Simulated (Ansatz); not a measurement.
Problem. AlN in space group P6_3mc (No. 186; Pearson symbol hP12) is relaxed with PBE (plane waves, PAW; program Ansatz). What lattice parameters of the conventional cell result?

Solution. a = 3.118 Å, c = 15.199 Å.

Problem. Give the free coordinates with the occupied sites.

Solution. In one choice of origin and axes:

```csv
atom,site,symmetry,x,y,z
Al,2a,3m.,0.0000,0.0000,0.4996
Al,2b,3m.,0.3333,0.6667,0.3339
Al,2b,3m.,0.3333,0.6667,0.6667
N,2a,3m.,0.0000,0.0000,0.3745
N,2b,3m.,0.3333,0.6667,0.2080
N,2b,3m.,0.6667,0.3333,0.0409
```

Problem. Is it a metal or does it have a gap at this level?

Solution. A gap of 3.80 eV, indirect.

A made-up cell: these elements were put on the sites of a structure type. Its sites differ from those of the usual phase in this space group: another stacking or structure type. The PBE relaxation kept the symmetry of its start; phonons on a q-mesh show no instability.

Potentials: the later of the program's two PAW sets.
